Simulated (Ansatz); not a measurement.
## GaF: input and output

The input, for Ansatz 0.2.0 (plane waves, PAW):

```yaml
crystal:
  lattice:
    - [0.0, 3.363866, 0.0]
    - [3.363866, 0.0, 0.0]
    - [1.681933, 1.681933, -2.727399]
  atoms:
    - { symbol: Ga, position: [0.0, 0.0, 0.0] }
    - { symbol: F, position: [0.5, 0.5, 0.0] }
  symmetry: { tolerance: 0.0003 }
kpoints:
  mp_grid: { grid: [12, 12, 12], shift: [0, 0, 0] }
  band_path:
    path:
      - [0.0, 0.0, 0.0]
      - [0.5, 0.5, 0.5]
      - [0.5, 0.5, 0.25]
      - [0.0, 0.5, 0.0]
      - [0.0, 0.0, 0.0]
      - [0.0, 0.0, -0.5]
      - [0.0, 0.30985276, -0.34507362]
      - [0.0, 0.69014724, 0.34507362]
      - [0.0, 0.0, 0.0]
      - [0.5, 0.5, 0.5]
      - [0.30985276, 0.69014724, 0.5]
    npoints: 6
magnetization:
  spin_polarized: false
scf:
  occupations: { method: fermi_dirac }
  lower_state_search: "off"
  max_iter: 200
hamiltonian:
  pseudopotentials: { kind: paw }
  xc: pbe
basis:
  ecutwfc: 420
  fft_grid_basis: typed
output:
  forces: true
  stress: true
  eigenvalues: true
  bader: true
  populations: true
  elf: true
  write_potential: true
  volumetric_format: npy
  dos:
    e_range: [-12, 8]
    de: 0.05
    projected: { site_lists: { F: [F], Ga: [Ga] } }
checkpoint:
  read: saved_state
```

The run starts from an earlier solution of this cell. 

Output (shortened):

```
SCF iter   1: F=—  Δρ=1.31e-3  dr2=2.42e-4
SCF iter   2: F=—  Δρ=4.90e-4  dr2=2.34e-5
SCF iter   3: F=—  Δρ=1.33e-4  dr2=1.57e-6
SCF iter   4: F=—  Δρ=4.64e-5  dr2=2.39e-7
SCF iter   5: F=-4591.2097 eV  Δρ=7.38e-6  dr2=6.06e-9
SCF iter   6: F=-4591.2097 eV  Δρ=5.52e-7  dr2=2.75e-11
Free energy (F): -4591.2097 eV
Harris-Foulkes:  -4591.2097 eV  (|F-HF|=1.22e-10)
Internal energy: -4591.2093 eV  (E = F + TS)
E sigma→0 (E₀):  -4591.2095 eV
Entropy (-TS):   -0.0005 eV (-0.248 meV/atom)
Fermi energy:    7.1435 eV
--- Per-component energies (eV) ---
  E_band       = -90.6937
  E_kinetic    = 320.7922
  E_local      = -2423.2727  (includes V_loc(G=0)·N_el)
  E_nonlocal   = 493.2612
  E_hartree    = 1071.6479
  E_xc         = -150.1319
  E_vxc        = -161.1372  (∫ρ·V_xc dr)
  E_paw        = -2181.2255  (= ΣΔE_a)
  E_vpaw       = -463.6349  (= ΣTr[D̂ρ^β])
  E_aug_tail   = 0.0019  (compensation charges beyond the density's cutoff)
  E_ewald      = -1722.2824
  E_smearing   = -0.0005  (= −TS)
--- Forces (eV/Å), atoms counted from 1 ---
  atom   1  Ga     0.0000     0.0000     0.0000
  atom   2  F      0.0000     0.0000     0.0000
--- Stress (GPa, compression-positive) ---
       13.7741       0.0000       0.0000
        0.0000      13.7741       0.0000
        0.0000       0.0000       5.7457
  P = ⅓ Tr σ = 11.0979 GPa (110.979 kbar)
```

Absolute energies hang on the potentials; compare differences alone.

Origin: a known structure type with other elements, at an estimated volume, so it need not be a known compound.
